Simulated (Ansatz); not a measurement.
TaNO:
```xyz
12
Lattice="4.8823 0.0000 0.0000 0.0000 4.9712 0.0000 -0.0955 0.0000 5.1453" Properties=species:S:1:pos:R:3 pbc="T T T"
Ta     3.5221     3.7085     0.2430
Ta     1.2647     1.2229     4.9023
Ta     3.5653     1.2677     2.4213
Ta     1.2215     3.7533     2.7240
N      4.4870     3.0907     1.8838
N      0.2998     0.6051     3.2615
O      4.5192     0.6816     0.6417
O      0.2676     3.1672     4.5035
N      2.5604     2.5173     3.7925
N      2.2264     0.0317     1.3527
O      2.6352     0.0388     3.9626
O      2.1516     2.5244     1.1827
```

Relaxed with r²SCAN.

**Question.** Map the electron localisation function on the plane through (0.445, 0.508, 0.230) spanned by u = [1, 0, 1] and v = [1, 1, -1] in lattice vectors, from DFT-r²SCAN in the program Ansatz with PAW potentials.

**Answer.** x is the fraction of u, y of v (the angle between them is 92°; rows are the nearest grid lines); atoms in the plane: Ta at (0.05, 0.23), Ta at (0.56, 0.25), N at (0.02, 0.61), N at (0.52, 0.49), O at (0.00, 0.00).
```
|248984000011100000478999985201589852|
|899962001122322000135677531000489998|
|999731012345554200012333210000268999|
|432100135788886410000000000000001344|
|000001246777764310001345554210000000|
|111000112222211000025789887631000001|
|444310001111000000026899998741001234|
|999974100011100000013689986420136899|
|557996213555310000000112211211169985|
|105996225776411257766421124432269951|
|558996214665212689988852123431269985|
|998863100110148997347997310000147899|
|322100000000268984126887310000000123|
|000000000000147899999974101244421000|
|000000000000025789987631002466653100|
|011100000000000012455431013567763100|
|899985100123210269977898301223211278|
|610488424788862378400488410111003896|
|500488437999985368634787201121103895|
|988874379854799534788741001222101489|
|232101489865799731011234310000000112|
|998631158999987310268999874100136899|
|899851025778763101479999986200268998|
|248984000011100000478999985201589852|
```
Scale: ten equal steps from 0.020 (start of '0') to 0.852 (end of '9'), in the order '0123456789'; x runs from 0.000 to 1.00, y from 0.000 (bottom) to 1.00 (top).

The density is the valence pseudo-density with augmentation charge, so density and ELF within about 1 Å of a nucleus are not all-electron values.

Space group P2_1. The start of the workflow was typed in or built on a structure type; neither database checked (COD, Materials Project) lists it. COD files the formula under space group No. 12, 14, 191, so this cell is another polymorph or a model. Whether it is the stable phase at ambient conditions was not checked. The r²SCAN relaxation kept the symmetry of its start; its stability against distortions is not shown here. The run is not spin-polarised. Spin–orbit coupling is left out wherever it is not named.

Potentials: the earlier of the program's two PAW sets.
